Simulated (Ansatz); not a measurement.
Here is the system:

VGe in space group P-6m2 (No. 187; V on 1a, Ge on 1f), a = 2.9161 Å, b = 2.9161 Å, c = 3.9552 Å, α = 90.00°, β = 90.00°, γ = 120.00°.

This is the PBE-relaxed structure.

Task: All from PBE in the plane-wave PAW code Ansatz, unless another level is named. Give the electronic character.

Result: metallic (no gap).

Task: Give the formation energy from the elements (no fitted shifts).

Result: -152 meV/atom.

Task: What about the density of states at the Fermi level?

Result: 0.76 states/eV per atom (mean over ±0.08 eV).

The cell is a constructed one: a structure type filled with these elements; neither database checked (COD, Materials Project) lists it. Whether it is the stable phase at ambient conditions was not checked. Symmetry was held in the PBE relaxation; whether a distortion lowers the energy is not shown. The workflow began spin-polarised and lost its moments. The references are the lowest solids computed at this level, not always the standard phases. Scalar-relativistic: spin–orbit coupling is off unless named, which matters more the heavier the elements.

Potentials: the later of the program's two PAW sets.
